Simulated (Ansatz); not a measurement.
A structure of Bi2Se3 relaxed with PBEsol (plane waves to 420 eV, PAW, scalar-relativistic; Ansatz, an electronic-structure program); single points at other levels follow on the same geometry (Ansatz, PAW; PBEsol+SOC at 420 eV on a 9×9×9 k-mesh; spin-orbit coupling only where +SOC is written). Space group R-3m (No. 166).

Bi₂Se₃ is modelled in the trigonal space group R-3m, hexagonal axes (No. 166), Pearson symbol hR5. Lattice parameters: a = b = 4.132 Å, c = 28.543 Å, α = β = 90.00°, γ = 120.00°. Bi on 6c has 3 Se at 2.854 Å and 3 Se at 3.058 Å (octahedral). Se1 on 3a sees 6 Bi at 3.058 Å (octahedral). Se2 on 6c sees 3 Bi at 2.854 Å (trigonal pyramidal). (Neighbours: up to the widest gap in distance over summed covalent radii, below 1.35, at either atom; cation-cation and far metal-metal contacts left out.)
(The calculation used a cell of 5 atoms; values per cell refer to that cell.)

| level | gap (eV) | kind | conduction minimum |
|---|---|---|---|
| PBEsol | 0.11 | direct | Γ |
| PBEsol+SOC | … | … | … |

Problem. Fill in the missing entries.

Solution. 
- PBEsol+SOC, gap (eV): 0.28
- PBEsol+SOC, kind: indirect
- PBEsol+SOC, conduction minimum: Γ

The shift from spin-orbit coupling is approximate. No spin polarisation in the result.

The run could not lose the symmetry of its start; a randomly shaken copy of 5 atoms returns to this structure.
